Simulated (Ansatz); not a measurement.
Space group Fm-3m (No. 225). a = 5.058 Å, b = 5.058 Å, c = 5.058 Å, α = 90.00°, β = 90.00°, γ = 90.00°
| atom | site | symmetry | x | y | z |
| --- | --- | --- | --- | --- | --- |
| Hf | 4a | m-3m | 0.0000 | 0.0000 | 0.0000 |
| O | 8c | -43m | 0.2500 | 0.7500 | 0.7500 |

Equation of state of this HfO$_{2}$ structure (not necessarily the ground state), with shape and atoms relaxed at each volume where symmetry leaves them free. Method: DFT r2SCAN, scalar-relativistic, plane waves, PAW in Ansatz 0.2.0.

Settings: cutoff 500 eV, Γ-centred mesh 8×8×8 on the computed 3-atom cell, Gaussian smearing of 0.02 eV; no spin polarisation.

```json
{"V (Å³/atom)": "10.138", "E − E(largest V) (meV/atom)": "7.01", "P (GPa)": "19.09", "gap on mesh (eV)": "4.47"}
{"V (Å³/atom)": "10.462", "E − E(largest V) (meV/atom)": "-20.90", "P (GPa)": "8.82", "gap on mesh (eV)": "4.38"}
{"V (Å³/atom)": "10.785", "E − E(largest V) (meV/atom)": "-29.59", "P (GPa)": "0.02", "gap on mesh (eV)": "4.30"}
{"V (Å³/atom)": "11.109", "E − E(largest V) (meV/atom)": "-21.84", "P (GPa)": "-7.51", "gap on mesh (eV)": "4.22"}
{"V (Å³/atom)": "11.433", "E − E(largest V) (meV/atom)": "0.00", "P (GPa)": "-13.96", "gap on mesh (eV)": "4.14"}
```

Q: Fit a third-order Birch–Murnaghan equation to E(V).

A: V0 = 10.79 Å³/atom, B0 = 271 GPa, B0' = 4.2.

Spin-orbit coupling is left out, which matters for the bands of heavy elements.

This fluorite-type form isn't the usual stable structure of the compound.